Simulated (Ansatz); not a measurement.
TaAl:
```yaml
crystal:
  lattice:
    - [3.22549, 0.00000, 0.00000]
    - [0.00000, 3.22549, 0.00000]
    - [0.00000, 0.00000, 3.22549]
  atoms:
    - { symbol: Ta, position: [0.00000, 0.00000, 0.00000] }
    - { symbol: Al, position: [0.50000, 0.50000, 0.50000] }
```

Relaxed with PBE. Special points in fractions of this cell's reciprocal vectors: Γ (0.000, 0.000, 0.000); X (0.000, 0.500, 0.000); M (0.500, 0.500, 0.000); R (0.500, 0.500, 0.500).

Problem. List the band energies nearest the Fermi level at these points for the program Ansatz at the PBE with spin–orbit coupling level (PAW).

Solution. In eV from the Fermi level; about four levels below and three above (degenerate sets whole), none deeper than 8.9 eV; points with the same levels are listed once.

```json
[
 {"k": "Γ", "below": "-2.61 -2.61 -2.61 -2.61", "above": "2.38 2.38 2.38 2.38"},
 {"k": "X", "below": "-0.49 -0.49 -0.29 -0.29", "above": "3.00 3.00 4.52 4.52"},
 {"k": "M", "below": "-2.41 -2.41 -1.79 -1.79", "above": "0.38 0.38 0.59 0.59"},
 {"k": "R", "below": "-4.13 -4.13 -0.08 -0.08", "above": "2.03 2.03 3.59 3.59 3.59 3.59"}
]
```

Space group Pm-3m (CsCl type). The start of the workflow was typed in or built on a structure type; neither database checked (COD, Materials Project) lists it. Its standing as an ambient phase is unchecked. Symmetry was held in the PBE relaxation; whether a distortion lowers the energy is not shown. No spin polarisation was allowed.

Potentials: the earlier of the program's two PAW sets.
